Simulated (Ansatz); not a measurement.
# Data sheet: MoNaS2 (DFT)

MoNaS2:
Space group P6₃/mmc (No. 194); a = 3.3196 Å, b = 3.3196 Å, c = 14.4236 Å, α = 90.00°, β = 90.00°, γ = 120.00°

```csv
atom,site,symmetry,x,y,z
S,4f,3m.,0.3333,0.6667,0.1432
Mo,2d,-6m2,0.6667,0.3333,0.2500
Na,2a,-3m.,0.0000,0.0000,0.0000
```

Space group P6_3/mmc (No. 194); conventional cell a = b = 3.320 Å, c = 14.424 Å, α = β = 90.00°, γ = 120.00°.

Method: r²SCAN+D4 in the plane-wave PAW code Ansatz. Geometry: relaxed at this level of theory. Other levels are named where they apply.

**Cell and energy**

- Volume per atom: 17.21 Å³
- Density: 4.42 g/cm³
- Formation energy from the elements (no fitted shifts): -0.85 eV/atom

**Electronic structure**

- Electronic character = metallic (no gap)
- Density of states at the Fermi level = 0.72 states/eV per atom (mean over ±0.08 eV)
- Gap with spin–orbit coupling = none (metallic)

**Mechanics**

* **Bulk modulus (Birch–Murnaghan fit)**: 72.1 GPa
* **Pressure derivative B′**: 4.6

**Charges**

* **Bader charges**: S -1.03, Mo +1.25, Na +0.82 e

A made-up cell: these elements were put on the sites of a structure type; neither database checked (COD, Materials Project) lists it. Whether it is the stable phase at ambient conditions was not checked. The cell was relaxed with r²SCAN+D4 under the symmetry of its start; its stability against distortions is not shown here. The run is not spin-polarised. The references are the lowest solids computed at this level, not always the standard phases. Scalar-relativistic: spin–orbit coupling is off unless named, which matters more the heavier the elements.

Potentials: the later of the program's two PAW sets.
